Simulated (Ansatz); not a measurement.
TiNb:
Space group Cmmm (No. 65); a = 3.224 Å, b = 4.592 Å, c = 4.575 Å, α = β = γ = 90.00°

```json
[
 {"atom": "Ti", "site": "2c", "symmetry": "mmm", "x": "0.0000", "y": "0.5000", "z": "0.5000"},
 {"atom": "Nb", "site": "2a", "symmetry": "mmm", "x": "0.0000", "y": "0.0000", "z": "0.0000"}
]
```
(The calculation used a cell of 2 atoms; values per cell refer to that cell.)

Relaxed at zero pressure with PBEsol in the plane-wave PAW code Ansatz.

Question: The volume is raised by 3 % and shape and atoms relax at that volume. What pressure results, and how do the axes share the change?

Answer: -4.1 GPa; a 1.0 %, b 0.7 %, c 1.3 %; the energy rises by 7 meV/atom.

Question: Give the new structure.

Answer: 
Space group Cmmm (No. 65); a = 3.2549 Å, b = 4.6246 Å, c = 4.6348 Å, α = 90.00°, β = 90.00°, γ = 90.00°

| atom | site | symmetry | x | y | z |
|---|---|---|---|---|---|
| Ti | 2c | mmm | 0.0000 | 0.5000 | 0.5000 |
| Nb | 2a | mmm | 0.0000 | 0.0000 | 0.0000 |

The phase is kept; no other phase was compared at this pressure.

The workflow started from a Materials Project entry (that database holds measured and hypothetical structures alike); the Crystallography Open Database copy checked does not list it. With Ti and Nb taken as one species the cell has the higher symmetry Im-3m, so it may be an ordered model of a mixed-site phase. Whether it is the stable phase at ambient conditions was not checked. The cell was relaxed with PBEsol under the symmetry of its start; its stability against distortions is not shown here. The run is not spin-polarised. Axis ratios of metals converge slowly with the k-mesh, so a and c are less sure than the volume.

Potentials: the later of the program's two PAW sets.
